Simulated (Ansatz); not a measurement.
A distorted cell of Al (fcc, Cu type):

```
Al
1.0
    0.00000     3.99201     3.99201
    1.99601     1.99601     3.99201
    1.99601     1.99601     0.00000
Al
2
Direct
  0.00000   0.98497   0.01503
  0.50000   0.01503   0.98497
```

Level of theory: r2SCAN (plane waves to 500 eV, PAW, scalar-relativistic; Ansatz, a first-principles code). k mesh 20×20×20 (Γ-centred), Fermi-Dirac smearing 0.05 eV. Stress and pressure are positive under compression. With partly filled bands, energies and forces of such displacements shift with the k mesh and the smearing. Al was relaxed with its symmetry unable to fall.

Problem. Predict the force on every atom, in eV/Å.

Solution. 
```json
[
 {"atom": "Al1", "Fx": "0.000", "Fy": "0.000", "Fz": "0.708"},
 {"atom": "Al2", "Fx": "0.000", "Fy": "0.000", "Fz": "-0.708"}
]
```

(For displaced atoms, the force is minus the slope of the energy, and its curvature is a force constant, which sets phonon frequencies.)
